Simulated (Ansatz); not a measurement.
As:
```
As
1.0
   -1.68389     1.68389     1.68389
    1.68389    -1.68389     1.68389
    1.68389     1.68389    -1.68389
As
1
Direct
  0.00000   0.00000   0.00000
```

Relaxed with PBE. Special points in fractions of this cell's reciprocal vectors: Γ (0.000, 0.000, 0.000); H (0.500, -0.500, 0.500); N (0.000, 0.000, 0.500); P (0.250, 0.250, 0.250).

Q: List the band energies nearest the Fermi level at these points for plane-wave PAW PBE (Ansatz code).

A: In eV from the Fermi level; about four levels below and three above (degenerate sets whole), none deeper than 8.9 eV; … stands for higher levels left out; points with the same levels are listed once.

```
k                    below           above
-  -----------------------  --------------
Γ                        –  5.86 5.86 5.86
H  -6.70 -2.23 -2.23 -2.23               …
N                    -6.47     1.92 4.32 …
P        -3.21 -3.21 -3.21               …
```

Space group Im-3m (bcc (W type)). A made-up cell: these elements were put on the sites of a structure type; neither database checked (COD, Materials Project) lists it. It is not the phase usual at ambient conditions (space group No. 166). Symmetry was held in the PBE relaxation; its stability against distortions is not shown here. Spin–orbit coupling is left out wherever it is not named.

Potentials: the earlier of the program's two PAW sets.
